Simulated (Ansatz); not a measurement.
ZnSe (zinc blende)

```
ZnSe
1.0
    0.00000     2.83304     2.83304
    2.83304     0.00000     2.83304
    2.83304     2.83304     0.00000
Se Zn
1 1
Direct
  0.75000   0.75000   0.75000
  0.00000   0.00000   0.00000
```

The slice is a {100} plane (indices of the conventional cell) through the point (0.000, 0.000, 0.000) (fractional), spanned by u = [100] and v = [0 1 -1] in vectors of this cell: u (4.01 Å) and v (4.01 Å, at 90° to u). It covers one period; positions are fractions (u, v).

Computed with r2SCAN (plane waves to 500 eV, PAW, scalar-relativistic; Ansatz, a program for electronic structure). k mesh 10×10×10. These are valence fields of a PAW run, semicore shells included where kept as valence: close to a nucleus they are smooth pseudo fields. The PAW data are Ansatz's earlier set. ZnSe was relaxed with its symmetry unable to fall.

**Question.** Sketch the density of the lowest conduction band (whole band as if filled, smooth part) on this plane as a map.

**Answer.** 
```
|::    ++@@%%++==----::----==++%%@@++    |
|    --%%@@##++==----::----==++##@@%%--  |
|==++%%@@@@##++----::::::----++##@@@@%%++|
|@@@@@@@@##++==--::::::::::--==++##@@@@@@|
|%%%%####++==----::::::::::----==++####%%|
|++++++++==----::::::::::::::----==++++++|
|======------::::::::::::::::::------====|
|--------::::::::::::::::::::::::::------|
|::----::::::::::::......::::::::::::----|
|::::::::::::::::::......::::::::::::::::|
|::----::::::::::::......::::::::::::----|
|--------::::::::::::::::::::::::::------|
|======------::::::::::::::::::------====|
|++++++++==----::::::::::::::----==++++++|
|%%%%####++==----::::::::::----==++####%%|
|@@@@@@@@##++==--::::::::::--==++##@@@@@@|
|==++%%@@@@##++----::::::----++##@@@@%%++|
|    --%%@@##++==----::----==++##@@%%--  |
|::    ++@@%%++==----::----==++%%@@++    |
|**::  ==@@%%++==--::::::--==++%%@@==  ::|
```
Scale: ten equal steps from 0.002 (start of ' ') to 0.085 (end of '@'), in the order ' .:-=+*#%@'. Values: density of the lowest conduction band (whole band as if filled, smooth part) in e/Å³. The map has 20 points along u (two characters each, u = 0 at the left) and 20 along v (v = 0 in the bottom row).
